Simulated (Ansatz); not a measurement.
The slice is one period of a {100} plane through atoms; its size isn't given.

Method: PBE (plane waves to 420 eV, PAW, scalar-relativistic; Ansatz, an electronic-structure program). Near the nuclei the fields are pseudised (PAW); where an atom keeps semicore shells as valence, they peak there.

```
|9999887766554433332222223333445566778899|
|9988886655444433332222223333444455668888|
|7777665555444433222222222233444455556677|
|6666555544443333222211222233334444555566|
|5555444444333322221111112222333344444455|
|4444444433332222111111111122223333444444|
|3333333333222211110000001111222233333333|
|3333332222221111000000000011112222223333|
|2222222222111100000000000000111122222222|
|2222222211111100000000000000111111222222|
|2222222222111100000000000000111122222222|
|3333332222221111000000000011112222223333|
|3333333333222211110000001111222233333333|
|4444444433332222111111111122223333444444|
|5555444444333322221111112222333344444455|
|6666555544443333222211222233334444555566|
|7777665555444433222222222233444455556677|
|9988886655444433332222223333444455668888|
|9999887766554433332222223333445566778899|
|9999997766554433332222223333445566779999|
```
Scale: ten equal steps from -1.85 (start of '0') to 1.24 (end of '9'), in the order '0123456789'. Values: log₁₀ of the valence density in e/Å³. The map has 20 points along u (two characters each, u = 0 at the left) and 20 along v (v = 0 in the bottom row). The scale is logarithmic, as a density can span decades between atoms and voids.

```
|xxxxxx--**%%@@@@##==--==##@@@@%%**--xxxx|
|xxxx::++##%%@@@@**--::--**@@@@%%##++::xx|
|----++**##%%@@%%++::::::++%%@@%%##**++--|
|****####%%@@%%**==::..::==**%%@@%%####**|
|##%%%%%%@@%%##++::..  ..::++##%%@@%%%%%%|
|@@@@@@@@%%##++--..      ..--++##%%@@@@@@|
|@@@@@@%%**++--..          ..--++**%%@@@@|
|####**++==::..              ..::==++**##|
|====--::::..                  ..::::--==|
|----::::..                      ..::::--|
|====--::::..                  ..::::--==|
|####**++==::..              ..::==++**##|
|@@@@@@%%**++--..          ..--++**%%@@@@|
|@@@@@@@@%%##++--..      ..--++##%%@@@@@@|
|##%%%%%%@@%%##++::..  ..::++##%%@@%%%%%%|
|****####%%@@%%**==::..::==**%%@@%%####**|
|----++**##%%@@%%++::::::++%%@@%%##**++--|
|xxxx::++##%%@@@@**--::--**@@@@%%##++::xx|
|xxxxxx--**%%@@@@##==--==##@@@@%%**--xxxx|
|xxxxxx--**##@@@@##==--==##@@@@%%**--xxxx|
```
Scale: ten equal steps from 0.01 (start of ' ') to 0.69 (end of '@'), in the order ' .:-=+*#%@'. Values: electron localisation function (ELF). The map has 20 points along u (two characters each, u = 0 at the left) and 20 along v (v = 0 in the bottom row). Points within 0.5 Å of a nucleus are blanked (x), as the pseudised field means little there.

Task: Which relaxed crystal do these maps come from?
A) InSb (zinc blende)
B) BeTe (zinc blende)
C) CdS (zinc blende)
D) BP (zinc blende)

Result: B, BeTe (zinc blende). Atoms on the slice: Te at (0.00, 0.00)

All were relaxed with their symmetry unable to fall. At this level the bands of InSb touch or barely overlap; measurements give the solid a gap. Spin-orbit coupling is left out.
